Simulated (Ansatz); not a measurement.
BeSe (wurtzite, P6_3mc), PBE in the plane-wave PAW code Ansatz. The conduction-band minimum lies on the L–M line, 23 % of the way from L, with 6 equivalent valleys. Second derivatives d²E/dk² of the lowest band at one valley (eV·Å²), along Cartesian directions:

| direction | d²E/dk² |
|---|---|
| [100] | 26.30 |
| [010] | 1.158 |
| [001] | 26.62 |
| [110] | 13.74 |
| [101] | 26.48 |
| [011] | 13.87 |

**Question.** Find the principal effective masses, the density-of-states mass and the conductivity mass.

**Answer.** Off-diagonal terms follow from H_xy = H[110] − (H_xx + H_yy)/2, and m*/mₑ = 7.620 eV·Å² over each eigenvalue: 0.29, 0.29, 6.6. One valley's DOS mass (m₁m₂m₃)^(1/3) = 0.82, conductivity mass 3/(Σ 1/mᵢ) = 0.42 mₑ.

**Question.** What effective density of states Nc follows at 300 K for parabolic valleys?

**Answer.** Nc = 2.509e19 × 6 × (0.82)^(3/2) ≈ 1.1e20 cm⁻³.

The start of the workflow was typed in or built on a structure type; neither database checked (COD, Materials Project) lists it. COD files the formula under space group No. 216, so this cell is another polymorph or a model. Whether it is the stable phase at ambient conditions was not checked. The PBE relaxation kept the symmetry of its start; its stability against distortions is not shown here. Spin–orbit coupling is left out wherever it is not named.

Potentials: the earlier of the program's two PAW sets.

Edges and masses are those of Kohn–Sham bands, whose gap is no quasiparticle gap.
